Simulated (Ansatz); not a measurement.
Ti₂AlN in space group P6_3/mmc (No. 194; Ti on 4f, Al on 2d, N on 2a), the program Ansatz at the PBE level (PAW), all energies at zero smearing, with the estimated change up to a 700 eV cutoff added, with one set of potentials and settings (totals compare only within such a set). Cell of 8 atoms (4 Ti, 2 Al, 2 N): -11851.082 eV.

| element | reference phase | E (eV/atom) |
|---|---|---|
| Ti | P6/mmm, 3 atoms in the cell | -2499.6739 |
| Al | Fm-3m, 1 atoms in the cell | -537.5049 |
| N | Pa-3, 8 atoms in the cell | -384.0325 |

Formation energy per atom, worked out: (-11851.082 − 4×(-2499.6739) − 2×(-537.5049) − 2×(-384.0325))/8 = -1.164 eV/atom (-112 kJ per mol of atoms), at 0 K, without zero-point energy or fitted corrections.

The first step of the workflow began from a Materials Project structure, measured or hypothetical; the Crystallography Open Database copy checked does not list it. Whether it is the stable phase at ambient conditions was not checked. The cell was relaxed with PBE under the symmetry of its start; its stability against distortions is not shown here. The run is not spin-polarised. The references are the lowest solids computed at this level, not always the standard phases (solids in place of the gases).

Potentials: the later of the program's two PAW sets.
